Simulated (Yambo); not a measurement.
## Convergence of the G0W0 gap of MgZn3S4

G0W0@PBEsol for MgZn3S4 (space group Pm, No. 6) in Yambo. Reference settings: 2×4×2 Γ-centred k mesh, bands 17 to 194 and a 6 Ry block in the screening, 194 bands in G with the Bruneval-Gonze terminator, plasmon pole fitted at 27.2 eV. The PBEsol gap Γ → Γ on this mesh is 2.24 eV; G0W0 gaps are taken between the same points.

```json
[
 {"change from the reference": "reference settings", "G0W0 gap Γ → Γ (eV)": "3.68", "shift of the valence edge (eV)": "-0.83", "rough Yambo cost": "1"},
 {"change from the reference": "91 bands in W, 91 bands in G", "G0W0 gap Γ → Γ (eV)": "3.80", "shift of the valence edge (eV)": "-0.60", "rough Yambo cost": "about 1/3"},
 {"change from the reference": "135 bands in W, 135 bands in G", "G0W0 gap Γ → Γ (eV)": "3.73", "shift of the valence edge (eV)": "-0.75", "rough Yambo cost": "within a factor of two"},
 {"change from the reference": "91 bands in G", "G0W0 gap Γ → Γ (eV)": "3.70", "shift of the valence edge (eV)": "-0.72", "rough Yambo cost": "–"},
 {"change from the reference": "135 bands in G", "G0W0 gap Γ → Γ (eV)": "3.69", "shift of the valence edge (eV)": "-0.81", "rough Yambo cost": "–"},
 {"change from the reference": "105 bands in W", "G0W0 gap Γ → Γ (eV)": "3.76", "shift of the valence edge (eV)": "-0.73", "rough Yambo cost": "within a factor of two"},
 {"change from the reference": "2 Ry block", "G0W0 gap Γ → Γ (eV)": "3.56", "shift of the valence edge (eV)": "-0.60", "rough Yambo cost": "within a factor of two"},
 {"change from the reference": "3 Ry block", "G0W0 gap Γ → Γ (eV)": "3.57", "shift of the valence edge (eV)": "-0.68", "rough Yambo cost": "within a factor of two"},
 {"change from the reference": "5 Ry block", "G0W0 gap Γ → Γ (eV)": "3.66", "shift of the valence edge (eV)": "-0.79", "rough Yambo cost": "within a factor of two"},
 {"change from the reference": "pole fitted at 40 eV", "G0W0 gap Γ → Γ (eV)": "3.69", "shift of the valence edge (eV)": "-0.86", "rough Yambo cost": "–"},
 {"change from the reference": "no random integration", "G0W0 gap Γ → Γ (eV)": "3.64", "shift of the valence edge (eV)": "-0.67", "rough Yambo cost": "–"},
 {"change from the reference": "1×2×1 mesh", "G0W0 gap Γ → Γ (eV)": "3.40", "shift of the valence edge (eV)": "-0.60", "rough Yambo cost": "about 1/20"},
 {"change from the reference": "91 bands in G, no terminator", "G0W0 gap Γ → Γ (eV)": "3.62", "shift of the valence edge (eV)": "-0.19", "rough Yambo cost": "–"},
 {"change from the reference": "135 bands in G, no terminator", "G0W0 gap Γ → Γ (eV)": "3.64", "shift of the valence edge (eV)": "-0.53", "rough Yambo cost": "–"},
 {"change from the reference": "no terminator", "G0W0 gap Γ → Γ (eV)": "3.65", "shift of the valence edge (eV)": "-0.67", "rough Yambo cost": "–"}
]
```

The reference isn't shown to be the converged limit. Costs are rough (shared machines), scaled to the same edge states, and given only for runs that recompute the screening.

Geometry of the Materials Project entry, not relaxed at this level; primitive cell a = 6.3123 Å, b = 3.8545 Å, c = 6.6932 Å, α = γ = 90.00°, β = 90.05°.

The structure is a Materials Project entry; no match was found in the copy of COD used, and its stability was not checked.

A shift is the quasiparticle energy of the state minus its PBEsol energy.
